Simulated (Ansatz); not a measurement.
GaSb from a semilocal functional to hybrids

```xyz
2
Lattice="0.0000 3.0590 3.0590 3.0590 0.0000 3.0590 3.0590 3.0590 0.0000" Properties=species:S:1:pos:R:3 pbc="T T T"
Ga    0.0000    0.0000    0.0000
Sb    4.5885    4.5885    4.5885
```

All runs: Ansatz, plane waves and PAW, scalar-relativistic (no spin–orbit coupling), 6×6×6 k-mesh, Gaussian smearing of 0.05 eV, no spin polarisation. Semilocal reference PBE: gap 0.03 eV, pressure 2.4 GPa. The hybrids carry no U.

**Question.** What gap and pressure does HSE06-type hybrid with a screening parameter of 0.3 Å⁻¹ give at this geometry?

**Answer.** Gap 0.69 eV, pressure 0.8 GPa.

**Question.** And the other functionals?

**Answer.** 
```tsv
functional	gap	pressure (GPa)	cutoff (eV)	core-seconds
PBE0-type hybrid with an exact-exchange fraction of 0.1	0.55 eV	1.5	420	72
HSE06-type hybrid with a screening parameter of 0.4 Å⁻¹	0.57 eV	1.1	420	70
HSE06-type hybrid with a screening parameter of 0.3 Å⁻¹	0.69 eV	0.8	420	70
r2SCAN0-type hybrid with an exact-exchange fraction of 0.15	1.14 eV	-0.3	500	93
HSE06-type hybrid with an exact-exchange fraction of 0.4	1.37 eV	-0.4	420	84
revPBE0	1.46 eV	1.3	420	75
HSE06-type hybrid with an exact-exchange fraction of 0.5	1.74 eV	-1.0	420	81
```

On shared hosts the hybrid runs at the reference's cutoff took roughly 29 to 35 times the core time of the semilocal one on the same mesh, with some more bands. Measured gap: 0.72 eV (direct; 300 K; a printed reference work (monograph)); 0.82 eV (4.2 K; a printed reference work (monograph)).

Caveats: core times come from shared hosts and scatter; gaps are read on a coarse mesh; spin–orbit coupling, left out, matters for gaps this small, and the order of the bands may change along the rows; stress loosely converged.
